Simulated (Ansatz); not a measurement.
**Fermi surface of SnAs (Fm-3m)**

```yaml
crystal:
  lattice:
    - [0.00000, 2.85713, 2.85713]
    - [2.85713, 0.00000, 2.85713]
    - [2.85713, 2.85713, 0.00000]
  atoms:
    - { symbol: Sn, position: [0.00000, 0.00000, 0.00000] }
    - { symbol: As, position: [0.50000, 0.50000, 0.50000] }
```

Conventional cell: a = 5.714 Å, b = 5.714 Å, c = 5.714 Å, α = 90.00°, β = 90.00°, γ = 90.00°. Sn (atom 1) has 6 As at 2.86 Å as nearest neighbours. As (atom 2) is surrounded by 6 Sn at 2.86 Å.

Level of theory, where no other is named: PBEsol, all-electron LAPW in Ansatz 0.2.0, scalar-relativistic. k mesh 12×12×12, fine mesh 16×16×16, Fermi-Dirac smearing of 0.100 eV, basis error target 1 meV/atom. The cell was relaxed by PAW under this functional.

Levels and slopes are solved on a 16×16×16 mesh, and each state is taken as quadratic over its cell.

Q: What is the density of states at the Fermi level, and which bare Sommerfeld coefficient follows?

A: N(E_F) = 0.304 states/eV/atom (both spins), so γ = (π²/3) k_B² N(E_F) = 0.717 mJ/(mol-atom K²) without electron-phonon or spin-fluctuation enhancement.

Q: What Drude plasma energy and σ/τ do the band velocities give?

A: (ħω_p,α)² = (e²/ε₀VN_k) Σ_nkσ (∂E/∂k_α)² δ(E − E_F) gives ħω_p = (8.87, 8.87, 8.87) eV along x, y, z, and σ/τ = ε₀ω_p² = 16.1×10²⁰ Ω⁻¹m⁻¹s⁻¹ along x. Weighted by the density of states, the mean Fermi speed is 1.49×10⁶ m/s; the surface has an area of 15.9 Å⁻² for each spin direction.

Q: Which bands cross the Fermi level, and what do they carry?

A: 

| band | filled part | N (states/eV/cell) | speed (10⁶ m/s) | 5th to 95th percentile | area (Å⁻²) | filling |
| --- | --- | --- | --- | --- | --- | --- |
| 1 | 0.50 | 0.608 | 1.49 | 0.90 to 1.81 | 15.9 | partly filled |

Q: Map the plane k₃ = 0 of the mesh: how many bands lie under the Fermi level at each point, counted from the least on the plane?

A: k₁ runs to the right and k₂ upwards, each from −½ to ½ with 0 in the middle (the axes needn't be at right angles):
```
1111110000111111
1111110000111111
1111100000011111
1111000000011111
1110000000001111
1000000010000011
0000000111000000
0000001111100000
0000000111000000
1110000010000000
1111100000000011
1111110000000111
1111110000001111
1111111000011111
1111111000011111
1111111000111111
```

Q: On PAW files the program sums the optical response inside the mesh cells, interband lines and its own Drude term. Where does ε₁ rise through zero (a sharp plasmon if ε₂ is small there), and how much light is reflected?

A: 

* Fine mesh: 16, 16, 16
* Window top: 20 eV
* Line width: 0.25 eV
* Drude damping: 0.05 eV
* ε₁ rises through zero at x: 1.17, 15.62 eV
* ε₂ there x: 25.39, 0.18
* Plasma energy (x, y, z): 8.849, 8.849, 8.849 eV
* Reflectivity at 1 eV, x-polarised: 0.8749
* Reflectivity at 2 eV, x-polarised: 0.8064
* Reflectivity at 3 eV, x-polarised: 0.8274

The plasma energy here is the program's own sum at the run's smearing; it differs from the value above by up to 0 %, through mesh and smearing.

Q: What does PAW give for the same cell?

A: N(E_F) = 0.304 states/eV/atom and ħω_p,x = 8.88 eV.

Known limits: these sums move with the mesh, by several per cent and more for small sheets; frozen-core PAW files fitted under PBE, their cores solved anew for the functional of the run.
